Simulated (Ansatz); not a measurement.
PdSe₂O₅:
```xyz
16
Lattice="6.1082 2.8107 0.0000 -6.1082 2.8107 0.0000 -2.1308 0.0000 6.7806" Properties=species:S:1:pos:R:3 pbc="T T T"
Pd     0.0000     0.0000     0.0000
Pd    -1.0654     0.0000     3.3903
Se    -2.0800     3.3231     1.2220
Se    -0.0507     2.2982     5.5586
Se     1.0147     3.3231     2.1683
Se    -3.1454     2.2982     4.6123
O     -3.4355     1.2861     5.9221
O      1.3047     4.3353     0.8585
O      0.2393     1.2861     4.2488
O     -2.3701     4.3353     2.5318
O     -1.5981     3.0835     5.0854
O     -0.5327     2.5378     1.6951
O     -3.6897     4.3270     6.7429
O      1.5589     1.2943     0.0377
O      0.4935     4.3270     3.4280
O     -2.6243     1.2943     3.3526
```

Relaxed with r²SCAN+D4.

Question: Map the valence electron density (e/Å³), cut off at 2 on the plane through (0.000, 0.000, 0.500) spanned by u = [1, 0, 1] and v = [1, 1, -1] in lattice vectors, from DFT-r²SCAN+D4 in the program Ansatz with PAW potentials.

Answer: x is the fraction of u, y of v (the angle between them is 107°; rows are the nearest grid lines); atoms in the plane: Pd at (0.00, 0.00), Se at (0.28, 0.46), Se at (0.72, 0.54), O at (0.74, 0.36), O at (0.26, 0.64).
```
|@@@@#:.....                  .....:#@@@@|
|@@@*:                  ...:-+%@%+--*@@@@|
|@@+:.                 ...:=#@@@@@=-=@@@@|
|..                  ...::=%@@@@@%-...::.|
|                     ....:+@@@%=.       |
|                          .....         |
|           ...                          |
|.      .:=%@@*-.                 ..:--:.|
|.     .=@@@@@@+:          ..:::::-=*#*-.|
|      :+@@@@@*-.        .:*@@@@%=----:. |
|      .=%@@@#=:.       .:+@@@@@@=-::..  |
|      .:-+%@@@+:.     .:=@@@@@@#:.      |
|      .:#@@@@@@=:.     .:+@@@%+-:.      |
|  ..::-=@@@@@@+:.       .:=#@@@%=.      |
| .:----=%@@@@*:.        .-*@@@@@+:      |
|.-*#*=-:::::..          :+@@@@@@=.     .|
|.:--:..                 .-*@@%=:.      .|
|                          ...           |
|         .....                          |
|       .=%@@@+:....                     |
|.::...-%@@@@@%=::...                  ..|
|@@@@=-=@@@@@#=:...                 .:+@@|
|@@@@*--+%@%+-:...                  :*@@@|
|@@@@#:.....                  .....:#@@@@|
```
Scale: ten equal steps from 0.020 (start of ' ') to 2.00 (end of '@'), in the order ' .:-=+*#%@'; x runs from 0.000 to 1.00, y from 0.000 (bottom) to 1.00 (top).

The density is the valence pseudo-density with augmentation charge, so density and ELF within about 1 Å of a nucleus are not all-electron values.

Space group C2/c. The workflow started from a Materials Project entry (that database holds measured and hypothetical structures alike); the Crystallography Open Database files this formula in space group No. 15, but the cells were not matched. Its standing as an ambient phase is unchecked. The r²SCAN+D4 relaxation kept the symmetry of its start; whether a distortion lowers the energy is not shown. The run is not spin-polarised.

Potentials: the later of the program's two PAW sets.
